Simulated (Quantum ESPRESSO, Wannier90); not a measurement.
**TlBr (rock salt), plane waves to Wannier functions**

```
begin unit_cell_cart
ang
    0.0000000000    3.3420400000    3.3420400000
    3.3420400000    0.0000000000    3.3420400000
    3.3420400000    3.3420400000    0.0000000000
end unit_cell_cart
begin atoms_frac
Tl   0.0000000000  0.0000000000  0.0000000000
Br   0.5000000000  0.5000000000  0.5000000000
end atoms_frac
```

Materials Project entry mp-568560; symmetrised, unrelaxed at this level. Not found in the COD (Crystallography Open Database) copy used, which has the formula in other groups; not checked further. Computed values, not measurements, from PBEsol: Quantum ESPRESSO (norm-conserving PseudoDojo potentials, cutoff 50 Ry, no spin polarisation, no spin-orbit coupling) on a Γ-centred 8×8×8 mesh, then Wannier90. Density: 8×8×8 mesh, cold smearing 0.01 Ry. Spin-orbit coupling is left out although heavy elements are present.

Band 7 is isolated and gives one Wannier function a cell (Tl1 6s 72 %, Br2 4p 23 %; spread 4.42 Å²). Its on-site energy is ε = -4.698 eV relative to the valence-band maximum, and its hoppings t(R) = t(−R) to the nearer images are (images within this range that aren't listed have |t| under 5 meV):

```
R (lattice vectors; −R alike)  distance (Å)  t (eV)
-----------------------------  ------------  ------
0 0 1                                  4.73  -0.012
0 1 -1                                 4.73  -0.012
0 1 0                                  4.73  -0.012
1 -1 0                                 4.73  -0.012
1 0 -1                                 4.73  -0.012
1 0 0                                  4.73  -0.012
1 -1 -1                                6.68   0.091
1 -1 1                                 6.68   0.091
1 1 -1                                 6.68   0.091
0 0 2                                  9.45   0.005
0 2 -2                                 9.45   0.005
0 2 0                                  9.45   0.005
2 -2 0                                 9.45   0.005
2 0 -2                                 9.45   0.005
2 0 0                                  9.45   0.005
```

Problem. Work out the band energy at Γ, X, U, K from these numbers.

Solution. For one orbital E(k) = ε + Σ_R 2 t(R) cos(2π k·R), the sum over the listed R.
- Γ, k = (0.000, 0.000, 0.000): E = -4.698 + (-0.012)·(12.00) + (0.091)·(6.00) + (0.005)·(12.00) = -4.24 eV; pw.x: -4.23 eV
- X, k = (0.500, 0.000, 0.500): E = -4.698 + (-0.012)·(-4.00) + (0.091)·(6.00) + (0.005)·(12.00) = -4.04 eV; pw.x: -3.92 eV
- U, k = (0.625, 0.250, 0.625): E = -4.698 + (-0.012)·(-3.66) + (0.091)·(2.00) + (0.005)·(0.00) = -4.47 eV; pw.x: -4.47 eV
- K, k = (0.375, 0.375, 0.750): E = -4.698 + (-0.012)·(-3.66) + (0.091)·(2.00) + (0.005)·(0.00) = -4.47 eV; pw.x: -4.47 eV

At these points the listed shells miss the plane-wave band by up to 0.12 eV, of a width of 1.24 eV on the path. With all its hoppings the model misses the band by 15 meV at worst on the whole path, so most of the miss comes from the hoppings not listed.
